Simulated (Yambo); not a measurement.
Sr$_{2}$MoZnO$_{6}$: sweep of GW parameters

G0W0@LDA for Sr2MoZnO6 (space group Fm-3m, No. 225) in Yambo. Reference settings: 2×2×2 Γ-centred k mesh, bands 6 to 209 and a 7 Ry block in the screening, 209 bands in G with the Bruneval-Gonze terminator, plasmon pole fitted at 27.2 eV. The LDA gap L → X on this mesh is 2.04 eV; G0W0 gaps are taken between the same points.

```json
[
 {"change from the reference": "reference settings", "G0W0 gap L → X (eV)": "3.78", "shift of the valence edge (eV)": "-0.61", "rough Yambo cost": "1"},
 {"change from the reference": "92 bands in W, 92 bands in G", "G0W0 gap L → X (eV)": "4.09", "shift of the valence edge (eV)": "-0.59", "rough Yambo cost": "about 1/3"},
 {"change from the reference": "141 bands in W, 141 bands in G", "G0W0 gap L → X (eV)": "3.88", "shift of the valence edge (eV)": "-0.58", "rough Yambo cost": "within a factor of two"},
 {"change from the reference": "92 bands in G", "G0W0 gap L → X (eV)": "3.84", "shift of the valence edge (eV)": "-0.60", "rough Yambo cost": "–"},
 {"change from the reference": "141 bands in G", "G0W0 gap L → X (eV)": "3.80", "shift of the valence edge (eV)": "-0.61", "rough Yambo cost": "–"},
 {"change from the reference": "110 bands in W", "G0W0 gap L → X (eV)": "3.96", "shift of the valence edge (eV)": "-0.59", "rough Yambo cost": "within a factor of two"},
 {"change from the reference": "1 Ry block", "G0W0 gap L → X (eV)": "4.82", "shift of the valence edge (eV)": "-1.22", "rough Yambo cost": "within a factor of two"},
 {"change from the reference": "3 Ry block", "G0W0 gap L → X (eV)": "4.03", "shift of the valence edge (eV)": "-0.72", "rough Yambo cost": "within a factor of two"},
 {"change from the reference": "no random integration", "G0W0 gap L → X (eV)": "3.71", "shift of the valence edge (eV)": "-0.34", "rough Yambo cost": "–"},
 {"change from the reference": "92 bands in G, no terminator", "G0W0 gap L → X (eV)": "4.00", "shift of the valence edge (eV)": "0.08", "rough Yambo cost": "–"},
 {"change from the reference": "141 bands in G, no terminator", "G0W0 gap L → X (eV)": "3.88", "shift of the valence edge (eV)": "-0.19", "rough Yambo cost": "–"},
 {"change from the reference": "no terminator", "G0W0 gap L → X (eV)": "3.80", "shift of the valence edge (eV)": "-0.34", "rough Yambo cost": "–"}
]
```

The reference isn't shown to be the converged limit. Costs are rough (shared machines), scaled to the same edge states, and given only for runs that recompute the screening. In the run with 209 bands and a 7 Ry block, which covers more k points, the smallest G0W0 gap is 3.56 eV, Γ → X.

Spin-orbit splittings are left out.

Geometry of the Materials Project entry, not relaxed at this level; primitive cell a = 5.690 Å, b = 5.690 Å, c = 5.690 Å, α = 60.00°, β = 60.00°, γ = 60.00°.

A shift is the quasiparticle energy of the state minus its LDA energy.
